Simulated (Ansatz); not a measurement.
Theory: DFT PBE, scalar-relativistic, plane waves, PAW in Ansatz 0.2.0. All cells share a 420 eV cutoff and Γ-centred k meshes spaced at most about 0.3 Å⁻¹ (about 0.25 or finer for metals, 2π included). No spin polarisation in the final relaxations.

Temperature and zero-point effects are left out.

Two forms of Si₄GePt were relaxed alike.

A.

```
CELL_PARAMETERS angstrom
2.93128 -4.34259 0.00000
2.93128 4.34259 0.00000
0.00000 0.00000 4.01615
ATOMIC_POSITIONS crystal
Si 0.31148 0.68852 0.00000
Si 0.68852 0.31148 0.00000
Si 0.50000 0.00000 0.50000
Si 0.00000 0.50000 0.50000
Ge 0.00000 0.00000 0.00000
Pt 0.50000 0.50000 0.50000
```

B.

```
CELL_PARAMETERS angstrom
3.60548 0.00000 0.00000
-1.80274 3.12244 0.00000
0.00000 0.00000 8.88686
ATOMIC_POSITIONS crystal
Si 0.33333 0.66667 0.66919
Si 0.00000 0.00000 0.84187
Si 0.00000 0.00000 0.15813
Si 0.33333 0.66667 0.33081
Ge 0.66667 0.33333 0.50000
Pt 0.66667 0.33333 0.00000
```

Question: Which form is favoured at zero pressure, and by what margin per atom?

Answer: B is lower, by 242 meV/atom. A has space group Cmmm (No. 65), 17.0 Å³/atom and no gap on its mesh; B has space group P-6m2 (No. 187), 16.7 Å³/atom and no gap. Counting Ge or Si atoms around Pt (for each partner element, those within 1.25 times its shortest distance or 1.15 times the sum of covalent radii, where it is the nearest in units of that sum or under 1.3), A has Pt 8 and B has Pt 6. A holds Si–Si nets (shortest 2.54 Å); in B the shortest Si–Si distance is 2.59 Å, near bonding range too. Even the lower one lies +0.10 eV/atom against the reference forms of the elements (uncorrected), so neither is stable at this level. Both come from invented guesses.

Spin–orbit coupling, which can matter for Pt, is left out. Cells relaxed within their symmetry can be saddle points.
